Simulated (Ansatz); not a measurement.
**MgO2: the gap against volume**

MgO2, Pa-3, a = 4.841 Å. The structure is a Materials Project entry; whether it is the stable form wasn't checked. Ansatz: PBEsol, PAW, 420 eV, Γ-centred 6×6×6 mesh on 12 atoms, Gaussian smearing 0.02 eV; no spin polarisation. Shape and atoms are relaxed at each volume; x = ln(V/V0) with V0 = 9.453 Å³/atom. The gap is read at the mesh points alone.

| x | gap y (eV) |
| --- | --- |
| -0.1278 | ? |
| -0.0943 | 4.312 |
| -0.0619 | 4.193 |
| -0.0305 | 4.080 |
| 0.0000 | 3.975 |
| 0.0296 | 3.877 |
| 0.0583 | 3.782 |
| 0.0953 | 3.664 |

Task: Fit a straight line to the other rows, give the volume deformation potential of the gap and its pressure coefficient, and predict the missing gap. B0 = 135.2 GPa.

Result: Means x = -0.0005000, y = 3.9833; Σ(Δx)² = 0.02701, ΣΔxΔy = -0.09224; the slope is their ratio. y = 3.9816 − 3.4150 x. The slope is the deformation potential a = dE_g/d ln V = -3.42 eV, and dE_g/dP = −a/B0 = 25.3 meV/GPa. At x = -0.1278 the fit asked for gives 4.418 eV. The run gave 4.440 eV, so the fit is 0.022 eV too low, 2.8 % of the span of the series, against an rms of 0.006 eV on the fitted rows. The row lies outside the fitted range. With a term in x² added, a fit to the same known rows predicts 4.438 eV, so most of the miss is curvature that the known rows already hold.

Semilocal functionals give gaps under the measured ones; changes of the gap mostly carry over better.